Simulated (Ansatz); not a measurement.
Te2Mo:
```cif
data_Mo2Te4
_chemical_formula_sum 'Te4 Mo2'
_space_group_name_H-M_alt 'P63/mmc'
_space_group_IT_number 194
_space_group_name_Hall '-P 6c 2c'
_cell_length_a 3.49665
_cell_length_b 3.49665
_cell_length_c 13.70165
_cell_angle_alpha 90.000
_cell_angle_beta 90.000
_cell_angle_gamma 120.000
loop_
_atom_site_label
_atom_site_type_symbol
_atom_site_symmetry_multiplicity
_atom_site_Wyckoff_symbol
_atom_site_fract_x
_atom_site_fract_y
_atom_site_fract_z
_atom_site_occupancy
Te1 Te 4 f 0.66667 0.33333 0.11738 1
Mo1 Mo 2 c 0.33333 0.66667 0.25000 1
```

Relaxed with PBE+D3(BJ).

Task: Which orbitals make up the states near the band edges in DFT-PBE+D3(BJ) in the program Ansatz with PAW potentials?

Result: Top 1 eV of the valence band: Mo 4d 54 %, Te 5p 41 %. Bottom 1 eV of the conduction band: Mo 4d 69 %, Te 5p 24 %. Projections are on Löwdin-orthogonalised atomic valence shells; empty p or d shells of many metals are not among them.

Task: Tabulate the density of states.

Result: States/eV per cell of 6 atoms, in 0.25 eV bins, energy from the valence-band maximum.

```csv
E (eV),total,Te 5p,Mo 4d,Mo 5s
-7.85,0.00,0.00,0.00,0.00
-7.60,0.00,0.00,0.00,0.00
-7.35,0.00,0.00,0.00,0.00
-7.10,0.00,0.00,0.00,0.00
-6.85,0.00,0.00,0.00,0.00
-6.60,0.00,0.00,0.00,0.00
-6.35,0.00,0.00,0.00,0.00
-6.10,0.03,0.02,0.00,0.00
-5.85,0.91,0.67,0.13,0.08
-5.60,2.00,1.46,0.29,0.16
-5.35,2.69,1.93,0.45,0.20
-5.10,5.45,3.88,1.10,0.27
-4.85,6.61,4.73,1.53,0.13
-4.60,4.09,2.80,1.03,0.08
-4.35,2.76,1.85,0.69,0.08
-4.10,2.40,1.55,0.60,0.09
-3.85,5.43,3.47,1.41,0.17
-3.60,3.96,2.58,1.04,0.10
-3.35,5.80,3.42,1.77,0.16
-3.10,4.35,2.56,1.38,0.11
-2.85,5.32,3.05,1.88,0.08
-2.60,5.79,2.95,2.56,0.05
-2.35,4.38,2.07,2.10,0.04
-2.10,5.81,3.01,2.44,0.04
-1.85,7.76,4.23,3.09,0.06
-1.60,6.58,3.42,2.82,0.03
-1.35,7.88,3.72,3.79,0.06
-1.10,6.07,2.43,3.39,0.03
-0.85,3.23,1.20,1.90,0.02
-0.60,7.41,3.00,4.07,0.08
-0.35,4.11,1.68,2.23,0.05
-0.10,1.18,0.64,0.46,0.01
0.15,0.00,0.00,0.00,0.00
0.40,0.00,0.00,0.00,0.00
0.65,0.22,0.06,0.14,0.00
0.90,2.04,0.55,1.33,0.02
1.15,5.26,1.19,3.71,0.08
1.40,7.43,1.85,5.11,0.10
1.65,9.28,2.47,6.11,0.25
1.90,5.19,2.03,2.74,0.08
2.15,6.41,2.80,3.10,0.05
2.40,5.29,2.64,2.22,0.02
2.65,3.78,1.99,1.44,0.01
2.90,2.86,1.61,1.01,0.01
3.15,6.84,3.70,2.55,0.03
3.40,2.83,1.48,1.00,0.08
3.65,3.29,1.65,1.12,0.17
3.90,2.39,1.03,0.82,0.21
4.15,1.62,0.57,0.44,0.32
4.40,1.44,0.30,0.19,0.45
4.65,1.81,0.25,0.13,0.58
4.90,1.71,0.23,0.10,0.57
5.15,1.79,0.23,0.09,0.54
5.40,1.36,0.15,0.05,0.35
```

Space group P6_3/mmc. The PBE+D3(BJ) relaxation kept the symmetry of its start. The run is not spin-polarised. Scalar-relativistic: spin–orbit coupling is off unless named, which matters more the heavier the elements.

Potentials: the earlier of the program's two PAW sets.
